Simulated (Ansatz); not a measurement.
LaScO3:
```
CELL_PARAMETERS angstrom
      5.83529     0.00000     0.00000
      0.00000     8.14342     0.00000
      0.00000     0.00000     5.69791
ATOMIC_POSITIONS crystal
  La 0.95425 0.25000 0.01184
  La 0.04575 0.75000 0.98816
  La 0.54575 0.75000 0.51184
  La 0.45425 0.25000 0.48816
  O  0.29667 0.94616 0.70352
  O  0.70333 0.44616 0.29648
  O  0.20333 0.05384 0.20352
  O  0.79667 0.55384 0.79648
  O  0.70333 0.05384 0.29648
  O  0.29667 0.55384 0.70352
  O  0.79667 0.94616 0.79648
  O  0.20333 0.44616 0.20352
  Sc 0.50000 0.00000 0.00000
  Sc 0.50000 0.50000 0.00000
  Sc 0.00000 0.00000 0.50000
  Sc 0.00000 0.50000 0.50000
  O  0.53504 0.25000 0.89888
  O  0.46496 0.75000 0.10112
  O  0.96496 0.75000 0.39888
  O  0.03504 0.25000 0.60112
```

This is the PBE-relaxed structure. Tensor components refer to the Cartesian frame of this cell.

**Question.** All from DFT-PBE in the program Ansatz with PAW potentials, unless another level is named. Give the electronic dielectric constant ε∞ (DFPT).

**Answer.** 5.01 (xx), 4.89 (yy), 5.09 (zz).

**Question.** What about the Bader charges?

**Answer.** La +2.06, O -1.36 to -1.35, Sc +2.01 e.

**Question.** Next, the Born charges (a third of the trace)?

**Answer.** La +4.18, O -2.77 to -2.74, Sc +4.06 e.

**Question.** Predict the static dielectric constant ε0 (ions relaxed, cell fixed).

**Answer.** 32.4 (xx), 36.2 (yy), 35.8 (zz).

Space group Pnma. The PBE relaxation kept the symmetry of its start. No spin polarisation was allowed. Scalar-relativistic: spin–orbit coupling is off unless named, which matters more the heavier the elements.

Potentials: the later of the program's two PAW sets.
